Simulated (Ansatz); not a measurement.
Zr2Cu (MoSi2 or CaC2 type, space group No. 139) at seven volumes, PBEsol in the plane-wave PAW code Ansatz, shape and atoms relaxed at each. One row is withheld.

| V (Å³/atom) | P (GPa) |
|---|---|
| 17.015 | 13.43 |
| 17.576 | 8.29 |
| 18.137 | 3.84 |
| 18.698 | 0.01 |
| 19.259 | -3.31 |
| 19.820 | -6.17 |
| 20.381 | ? |

Problem. Fit the shown pressures and predict the withheld one.

Solution. Third-order Birch–Murnaghan: P = (3/2)B₀(x^(7/2) − x^(5/2))[1 + (3/4)(B′ − 4)(x − 1)] with x = (V₀/V)^(2/3). Least squares on the six rows gives V₀ = 18.699 Å³/atom, B₀ = 118.7 GPa, B′ = 3.85. At V = 20.381, x = 0.9442 and P = -8.66 GPa. The run itself gave -8.63 GPa.

Space group I4/mmm (MoSi2 or CaC2 type). The workflow started from an entry of the Crystallography Open Database (COD), which files this formula under 2 space groups. Its standing as an ambient phase is unchecked. The PBEsol relaxation kept the symmetry of its start; its stability against distortions is not shown here. The run is not spin-polarised.

Potentials: the later of the program's two PAW sets.
